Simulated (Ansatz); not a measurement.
## Vibrational response of Si$_{2}$BiTe$_{5}$

All numbers below come from DFT PBE, scalar-relativistic, plane waves, PAW (Ansatz). Plane waves to 420 eV; Γ-centred k mesh 12×12×2; Gaussian smearing of 0.10 eV. No spin polarisation. Phonons by linear response, acoustic sum rule imposed.

The cell, relaxed at this level:
```yaml
crystal:
  lattice:
    - [3.99882, 0.00000, 0.00000]
    - [-1.99941, 3.46308, 0.00000]
    - [0.00000, 0.00000, 17.17900]
  atoms:
    - { symbol: Si, position: [0.00000, 0.00000, 0.71540] }
    - { symbol: Si, position: [0.33333, 0.66667, 0.09636] }
    - { symbol: Bi, position: [0.00000, 0.00000, 0.33642] }
    - { symbol: Te, position: [0.66667, 0.33333, 0.62360] }
    - { symbol: Te, position: [0.33333, 0.66667, 0.80535] }
    - { symbol: Te, position: [0.00000, 0.00000, 0.01009] }
    - { symbol: Te, position: [0.66667, 0.33333, 0.19589] }
    - { symbol: Te, position: [0.33333, 0.66667, 0.44990] }
```

The structure comes from a proposed guess, relaxed at this level; another structure or a mixture of phases may lie lower. In a metal, frequencies depend on the k mesh and the smearing, soft modes most. Spin–orbit coupling is left out, which matters for heavy elements. No dispersion correction is applied, so modes and constants that involve weak contacts between layers, chains or molecules come out too soft.

(1) Is this structure stable against zone-centre distortions?

(2) List the optical modes at Γ (i marks imaginary ones).

Results:

(1) Yes, at Γ: no optical mode is imaginary. Strains and other wave vectors aren't tested by this run.

(2)
| frequency (cm⁻¹) | degeneracy |
| --- | --- |
| 15 | 2 |
| 23 | 1 |
| 36 | 2 |
| 56 | 1 |
| 81 | 2 |
| 86 | 2 |
| 101 | 2 |
| 104 | 1 |
| 126 | 1 |
| 152 | 1 |
| 196 | 2 |
| 203 | 2 |
| 306 | 1 |
| 321 | 1 |
